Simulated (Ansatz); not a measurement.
A geometry of AlRh away from equilibrium: the start of the relaxation of a generated cell, AlRh placed in the AFLOW prototype AB_oP4_51_e_f (B19, as in CdAu). Level of theory: PBEsol (plane waves to 420 eV, PAW, scalar-relativistic; Ansatz, an electronic-structure program). Γ-centred k-mesh 8×12×8 on the run's cell (coarser than for final values), Fermi–Dirac smearing 0.05 eV.

```xyz
4
Lattice="4.2250 0.0000 0.0000 0.0000 2.7968 0.0000 0.0000 0.0000 4.3136" Properties=species:S:1:pos:R:3 pbc="T T T"
Al     3.1687     1.3984     1.3480
Al     1.0562     1.3984     2.9656
Rh     3.1687     0.0000     3.5048
Rh     1.0562     0.0000     0.8088
```

Task: Give the Cartesian forces on all atoms (eV/Å).

Result: 
```tsv
atom	Fx	Fy	Fz
Al1	0.00	0.00	-0.65
Al2	0.00	0.00	0.65
Rh3	0.00	0.00	-1.87
Rh4	0.00	0.00	1.87
```

Task: What is the pressure?

Result: +11.6 GPa, compression positive.

Task: How far above the relaxed end point is this geometry?

Result: 0.21 eV/atom; the path ends in Pm-3m (No. 221) (CsCl type).

No spin polarisation in the result.

The run could not lose the symmetry of its start; a randomly shaken copy of 4 atoms returns to this structure.

The first start was generated by placing the elements on the sites of a structure type. Materials Project lists a structure of AlRh in the same space group, Pm-3m (No. 221); the sites were not compared with it, nor with measured phases.
